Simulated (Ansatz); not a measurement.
TlCl (CsCl type, space group No. 221), PBE+D3(BJ) (plane waves, PAW; program Ansatz). The conduction-band minimum lies at X, with 3 equivalent valleys. Second derivatives d²E/dk² of the lowest band at one valley (eV·Å²), along Cartesian directions:

```json
[
 {"direction": "[100]", "d²E/dk²": "24.09"},
 {"direction": "[010]", "d²E/dk²": "24.09"},
 {"direction": "[001]", "d²E/dk²": "41.03"},
 {"direction": "[110]", "d²E/dk²": "24.09"},
 {"direction": "[101]", "d²E/dk²": "32.55"},
 {"direction": "[011]", "d²E/dk²": "32.55"}
]
```

Task: Find the principal effective masses, the density-of-states mass and the conductivity mass.

Result: Off-diagonal terms follow from H_xy = H[110] − (H_xx + H_yy)/2, and m*/mₑ = 7.620 eV·Å² over each eigenvalue: 0.19, 0.32, 0.32. One valley's DOS mass (m₁m₂m₃)^(1/3) = 0.26, conductivity mass 3/(Σ 1/mᵢ) = 0.26 mₑ.

Task: What effective density of states Nc follows at 300 K for parabolic valleys?

Result: Nc = 2.509e19 × 3 × (0.26)^(3/2) ≈ 1.0e19 cm⁻³.

Task: With the computed static dielectric constant 1900 (mean of the diagonal), estimate a hydrogenic donor's binding energy and radius.

Result: E = 13.606 eV × 0.26/1900² ≈ 0.00098 meV; a = 0.529 Å × ε/m* ≈ 3900 Å. Semilocal masses tend to be too small where the gap is.

Task: With ε∞ = 4.98 and ω_LO = 145 cm⁻¹, what Fröhlich coupling constant follows?

Result: α = (1/ε∞ − 1/ε0) √(m* × 13.606 eV/ħω_LO) = 2.8.

Space group Pm-3m (CsCl type). The PBE+D3(BJ) relaxation kept the symmetry of its start; phonons on a q-mesh show weakly imaginary modes. Scalar-relativistic: spin–orbit coupling is off unless named, which matters more the heavier the elements.

Potentials: the later of the program's two PAW sets.
